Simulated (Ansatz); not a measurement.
# LaB₃N₄ (ordering on wurtzite) by several functionals

All numbers come from Ansatz 0.2.0. The cell comes from a prototype generator: it can be a known phase or a hypothetical one. No magnetic order is allowed.

Structure: an ordered 8-atom cell of LaB₃N₄ on the wurtzite lattice (Pm) (it has left that coordination), at its r2SCAN minimum. It is monoclinic, Pm (No. 6); conventional cell a = 4.513 Å, b = 2.668 Å, c = 6.415 Å, β = 90.6°, 9.65 Å³ an atom. Around B lie 3 N at 1.45–1.54 Å; around B lie 3 N at 1.45–1.49 Å; around B lie 4 N at 1.52–1.64 Å; around La lie 5 N at 2.32–2.65 Å; around N lie 3 B at 1.45–1.62 Å and 1 La at 2.63 Å; around N lie 2 B at 1.45–1.52 Å and 2 La at 2.49 Å; around N lie 3 B at 1.54–1.64 Å; around N lie 2 B at 1.49 Å and 2 La at 2.32–2.65 Å.

On this one geometry the levels give:
```csv
level,k mesh,gap (eV),kind,edges,least direct gap (eV),rough cost
PBE,6×10×4,none (overlap 1.08),–,–,–,30 core-seconds
PBE+SOC,6×10×4,none (overlap 1.09),–,–,–,4 core-minutes
r2SCAN,6×10×4,none (overlap 1.13),–,–,–,50 core-seconds
```
All runs use a smearing of 0.02 eV.
Wave cutoffs: 420 eV, 500 eV (r2SCAN).
Points off the special ones are mesh points or PBE's searched band edges, reused at the other levels.
Costs come from shared machines and give only the order; PBE's includes the band path. The runs had 4 threads of Arm Neoverse V2 (shared host).

With r2SCAN the bands overlap by 1.13 eV (counted from 1, band 20 peaks at k = (-1/2, 0, 1/4) and band 21 bottoms out at k = (1/6, -1/2, -1/2)): no gap. PBE+SOC gives no gap: the lowest nominally empty band dips 1.09 eV below the top of the last filled one (its bottom at k = (1/6, -1/2, -1/2), the top at A–E (0.10 of the way from A)), so the cell is a metal or semimetal at this level.

No level opens a gap, but no hybrid is among them, and semilocal functionals can close a real gap.

Only the levels marked +SOC include spin-orbit coupling.

Coordinates of k points refer to the reciprocal vectors of the primitive cell of the runs.
